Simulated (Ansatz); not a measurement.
Relaxed LiH (rock salt):

```
CELL_PARAMETERS angstrom
      0.00000     4.00543     4.00543
      2.00271     0.00000     2.00271
      2.00271     2.00271     0.00000
ATOMIC_POSITIONS crystal
  H  0.00000 0.00000 0.00000
  H  0.50000 0.00000 0.00000
  Li 0.25000 0.50000 0.50000
  Li 0.75000 0.50000 0.50000
```

The atoms are displaced by Q × the pattern below (from a DFPT mode at L = (0.5, 0.0, 0.0), largest move 1; Q in Å), at fixed cell. It is one choice among 2 degenerate patterns. (q is in reciprocal vectors of the primitive cell; the cell shown is doubled to hold the pattern.)

| atom | x | y | z |
|---|---|---|---|
| Li3 | -0.285 | 0.520 | -0.805 |
| Li4 | 0.285 | -0.520 | 0.805 |

Atoms not listed stay in place.

Calculation: r2SCAN (plane waves to 500 eV, PAW, scalar-relativistic; Ansatz, a quantum-chemistry and plane-wave program). k mesh 7×14×14 (Γ-centred), Fermi-Dirac smearing 0.05 eV. Energies are smeared free energies. Stress and pressure are positive under compression. LiH was relaxed with its symmetry unable to fall. ΔE is measured from the undisplaced structure.

| Q (Å) | ΔE (meV/cell) | P (GPa) | −dE/dQ from forces (eV/Å) |
|---|---|---|---|
| -0.100 | 19.4 | 0.19 | 0.387 |
| -0.083 | 13.5 | 0.13 | 0.323 |
| -0.067 | 8.6 | 0.09 | 0.259 |
| -0.050 | 4.9 | 0.05 | 0.194 |
| -0.033 | 2.2 | 0.02 | 0.129 |
| -0.017 | 0.5 | 0.00 | 0.065 |
| 0.000 | 0.0 | 0.00 | 0.000 |
| 0.017 | 0.5 | 0.00 | -0.065 |
| 0.033 | 2.2 | 0.02 | -0.129 |
| 0.050 | 4.9 | 0.05 | -0.194 |
| 0.067 | 8.6 | 0.09 | -0.259 |
| 0.083 | 13.5 | 0.13 | -0.323 |
| 0.100 | 19.4 | 0.19 | -0.387 |

What the scan shows:

```
Quantity                                                                                                             Result
-----------------------------------------------------------  --------------------------------------------------------------
Energy at Q = 0.100 Å                                                                                         19.4 meV/cell
Space group of the distorted cell                                                           P-1 (No. 2), lowered from Fm-3m
Symmetry of the curve                                                                         even: the same for both signs
Shape of the curve                                           a single well with its minimum at or next to zero displacement
Harmonic wavenumber from the curvature (finite differences)                                                        276 cm⁻¹
Wavenumber by perturbation theory (DFPT, on another k mesh)                                                        276 cm⁻¹
```

(For displaced atoms, the force is minus the slope of the energy, and its curvature is a force constant, which sets phonon frequencies.)
